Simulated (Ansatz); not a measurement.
MgGaNO:
```cif
data_GaMgNO
_chemical_formula_sum 'Ga1 Mg1 O1 N1'
_space_group_name_H-M_alt 'P3m1'
_space_group_IT_number 156
_space_group_name_Hall 'P 3 -2"'
_cell_length_a 3.23196
_cell_length_b 3.23196
_cell_length_c 5.15890
_cell_angle_alpha 90.000
_cell_angle_beta 90.000
_cell_angle_gamma 120.000
loop_
_atom_site_label
_atom_site_type_symbol
_atom_site_symmetry_multiplicity
_atom_site_Wyckoff_symbol
_atom_site_fract_x
_atom_site_fract_y
_atom_site_fract_z
_atom_site_occupancy
Ga1 Ga 1 b 0.33333 0.66667 0.50664 1
Mg1 Mg 1 c 0.66667 0.33333 0.00931 1
O1 O 1 b 0.33333 0.66667 0.12889 1
N1 N 1 c 0.66667 0.33333 0.60515 1
```

Relaxed with r²SCAN. Plane-wave PAW r²SCAN (Ansatz code) gives a gap of 2.61 eV.

**Question.** What gap does HSE06 give on the same cell (Ansatz, PAW)?

**Answer.** 3.39 eV, 0.79 eV more. The hybrid was solved on a coarser mesh and at special points; the gap given is the minimum over both.

```json
[
 {"k": "Γ", "v1 r²SCAN": "0.00", "c1 r²SCAN": "2.60", "v1 HSE06": "0.00", "c1 HSE06": "3.39"},
 {"k": "A", "v1 r²SCAN": "-0.04", "c1 r²SCAN": "4.42", "v1 HSE06": "(withheld)", "c1 HSE06": "(withheld)"},
 {"k": "K", "v1 r²SCAN": "-1.21", "c1 r²SCAN": "6.86", "v1 HSE06": "-1.35", "c1 HSE06": "7.59"},
 {"k": "H", "v1 r²SCAN": "-0.68", "c1 r²SCAN": "7.02", "v1 HSE06": "(withheld)", "c1 HSE06": "(withheld)"},
 {"k": "M", "v1 r²SCAN": "-1.19", "c1 r²SCAN": "5.94", "v1 HSE06": "(withheld)", "c1 HSE06": "(withheld)"},
 {"k": "L", "v1 r²SCAN": "-0.93", "c1 r²SCAN": "5.53", "v1 HSE06": "(withheld)", "c1 HSE06": "(withheld)"}
]
```

**Question.** Top valence (v1) and lowest conduction level (c1) in eV from each method's valence maximum (which need not be a listed point): supply the withheld HSE06 values.

**Answer.** 
- H, v1 HSE06: -0.79
- H, c1 HSE06: 7.81
- M, v1 HSE06: -1.32
- M, c1 HSE06: 6.76
- L, v1 HSE06: -1.06
- L, c1 HSE06: 6.27
- A, v1 HSE06: -0.05
- A, c1 HSE06: 5.32

Cost on shared cores: the r²SCAN run (SCF on a 10×10×6 mesh, then bands and DOS) about 40 core-seconds (a rough figure), the HSE06 run (SCF on 7×7×4, then a few points) about 2.3 core-minutes (a rough figure); the tasks are unlike.

The start of the workflow was typed in or built on a structure type; neither database checked (COD, Materials Project) lists it. Whether it is the stable phase at ambient conditions was not checked. Symmetry was held in the r²SCAN relaxation; whether a distortion lowers the energy is not shown. The volume moved by -18 % from the start of the relaxation. Spin–orbit coupling is left out wherever it is not named.

Potentials: the earlier of the program's two PAW sets. The files were generated under PBE; for other functionals the program regenerates the frozen cores, and for LDA and PBEsol the local potential too.
